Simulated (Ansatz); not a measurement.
**Li₆AuI₂N in Ansatz, settings compared**

Run with:

```bash
ansatz run input.yaml --threads 1 --pin off --max-ram 2560MiB --backend cpu --events-out ev --progress --plain --runs-dir out
```

input.yaml:

```yaml
crystal:
  lattice:
    - [0.0, 4.502719, 4.502719]
    - [4.502719, 0.0, 4.502719]
    - [4.502719, 4.502719, 0.0]
  atoms:
    - { symbol: Au, position: [0.0, 0.0, 0.0] }
    - { symbol: I, position: [0.75, 0.75, 0.75] }
    - { symbol: I, position: [0.25, 0.25, 0.25] }
    - { symbol: "N", position: [0.5, 0.5, 0.5] }
    - { symbol: Li, position: [0.6834, 0.3166, 0.6834] }
    - { symbol: Li, position: [0.6834, 0.3166, 0.3166] }
    - { symbol: Li, position: [0.3166, 0.6834, 0.3166] }
    - { symbol: Li, position: [0.3166, 0.6834, 0.6834] }
    - { symbol: Li, position: [0.6834, 0.6834, 0.3166] }
    - { symbol: Li, position: [0.3166, 0.3166, 0.6834] }
  symmetry: { tolerance: 0.0003 }
kpoints:
  mp_grid: { grid: [4, 4, 4], shift: [0, 0, 0] }
magnetization:
  spin_polarized: false
scf:
  occupations: { method: fermi_dirac, width: 0.085 }
hamiltonian:
  pseudopotentials: { kind: paw }
  xc: r2scan
basis:
  ecutwfc: 500
output:
  forces: true
  stress: true
  eigenvalues: true
  write_density: true
  write_potential: true
  elf: true
  volumetric_format: npy
```

Origin of the cell: a known structure type with other elements, at an estimated volume, so it need not be a known compound.

Output of this run (shortened):

```
Pseudopotentials: kind: paw
Pseudopotential: Au, paw, valence charge 19, recommended cutoff 500 eV (meta_gga), Au.paw.azcp
Pseudopotential: I, paw, valence charge 17, recommended cutoff 500 eV (meta_gga), I.paw.azcp
Pseudopotential: N, paw, valence charge 5, recommended cutoff 500 eV (meta_gga), N.paw.azcp
Pseudopotential: Li, paw, valence charge 3, recommended cutoff 500 eV (meta_gga), Li.paw.azcp
Functional definition: r2SCAN
  exchange = r2scan_x(k0 = k0, k1 = k1, a1 = a1)
  correlation = r2scan_c
Crystal: 10 atoms, lattice volume = 182.581 Å³
Basis set: ecut = 500 eV, 4645 PW (Γ), exchange–correlation on 192×192×192 points (64 copies of the dense FFT grid, shifted against one another)
Bands: 48, of which v1, the nominal top of the filled ones, is band 38 counted from 1 (37 counted from 0)
[… 14 lines left out …]
Initial density: superposition of atomic densities (neutral atoms: chi_scale 0, normalization atom), corrected by the library's trained network
Functional: x = r2scan, c = r2scan; τ floored in thin density (d = 2e-4 eV/Å³)
SCF iter   1: F=—  HF=-29840.323156 eV  Δρ=6.54e-3  dr2=1.13e-1  dr2_τ=2.72e-1
SCF iter   2: F=—  HF=-29840.600121 eV  Δρ=2.83e-3  dr2=1.34e-2  dr2_τ=2.88e-3  defer=14
SCF iter   3: F=—  HF=-29840.617074 eV  Δρ=1.30e-3  dr2=3.42e-3  dr2_τ=1.29e-4  defer=14
SCF iter   4: F=—  HF=-29840.618786 eV  Δρ=2.62e-4  dr2=1.24e-4  dr2_τ=6.61e-6  defer=14
SCF iter   5: F=—  HF=-29840.618839 eV  Δρ=7.71e-5  dr2=1.18e-5  dr2_τ=1.01e-6  defer=14
SCF iter   6: F=—  HF=-29840.618761 eV  Δρ=3.76e-5  dr2=3.15e-6  dr2_τ=4.52e-7  defer=14
SCF iter   7: F=—  HF=-29840.618761 eV  Δρ=9.24e-6  dr2=1.43e-7  dr2_τ=2.13e-8  defer=14
SCF iter   8: F=-29840.618761 eV  HF=-29840.618761 eV  Δρ=2.95e-6  dr2=1.70e-8  dr2_τ=8.20e-10
SCF 1 converged in 8 iterations: F = -29840.618761 eV  dr2 = 1.70e-8
SCF converged after 8 iterations
Free energy (F): -29840.618761 eV
Harris-Foulkes:  -29840.618761 eV  (|F-HF|=1.19e-8)
Internal energy: -29840.618761 eV  (E = F + TS)
E sigma→0 (E₀):  -29840.618761 eV
Entropy (-TS):   -0.000000 eV (-0.000 meV/atom)
Fermi energy:    6.601979 eV
--- Per-component energies (eV) ---
  E_band       = -1751.852524
  E_kinetic    = 1268.125127
  E_local      = -7840.924515  (includes V_loc(G=0)·N_el)
  E_nonlocal   = -257.623244
  E_hartree    = 3575.145239
  E_xc         = -588.565792
  E_vxc        = -771.153977  (∫ρ·V_xc dr)
  E_paw        = -19671.018647  (= ΣΔE_a)
  E_vpaw       = -1350.204576  (= ΣTr[D̂ρ^β])
  E_aug_tail   = -0.000106  (compensation charges beyond the density's cutoff)
  E_vtau       = 49.635373  (kinetic-family band-sum trace: ∫τ·v_τ [+ j·A + Jᵃ·Aᵃ] dr)
  E_ewald      = -6325.697040
  E_core_change = -0.059782  (= ΣΔE_core)
  E_smearing   = -0.000000  (= −TS)
  Σ components = -29840.618761   (vs F -29840.618761, Δ=0.00e0)
--- Forces (eV/Å), atoms counted from 1 ---
  atom   1  Au    -0.000000     0.000000     0.000000
[… 4 lines left out …]
  atom   6  Li    -3.469777     0.000000     0.000000
  atom   7  Li    -0.000000    -3.469777    -0.000000
  atom   8  Li     3.469777    -0.000000     0.000000
  atom   9  Li    -0.000000     0.000000     3.469777
  atom  10  Li     0.000000    -0.000000    -3.469777
  max |Σ_I F_I| component: 8.88e-16 eV/Å
--- Stress (GPa, compression-positive) ---
        8.507258      -0.000000       0.000000
       -0.000000       8.507258      -0.000000
        0.000000       0.000000       8.507258
  P = ⅓ Tr σ = 8.5073 GPa (85.073 kbar)
```

The same input was run again with these changes:

1. `scf.eigensolver.kind` default → davidson; `basis.precision` default → f64
2. `basis.xc_grid` default → 4; `scf.occupations.width` 0.085 → 0.15
3. `scf.mixing.algorithm` default → msr1; `scf.mixing.beta` default → 0.7; `scf.mixing.ndim` default → 2; `accuracy` default → medium
4. `kpoints.mp_grid.shift` [0, 0, 0] → [0.5, 0.5, 0.5]

```tsv
run	end	SCF iterations	P (GPa)	max force component (eV/Å)	moment (μB)	ΔE(σ→0) (meV/atom)
base	converged	8	8.51	3.470	–	0
1	converged	8	8.51	3.470	–	0.00
2	converged	8	8.51	3.470	–	0.01
3	converged	10	8.51	3.470	–	0.00
4	converged	7	8.50	3.470	–	-0.07
```

Energies are compared only where functional, datasets, charge and starting cell are the same.

Caveats of the base run: no spin-orbit coupling, though heavy elements are present.

Run 4: the k mesh keeps only part of the crystal's symmetry.

The base run ran for 12 s on 1 thread of Arm Neoverse V2, on a shared host, peak memory 0.94 GiB, from the program's own first density.
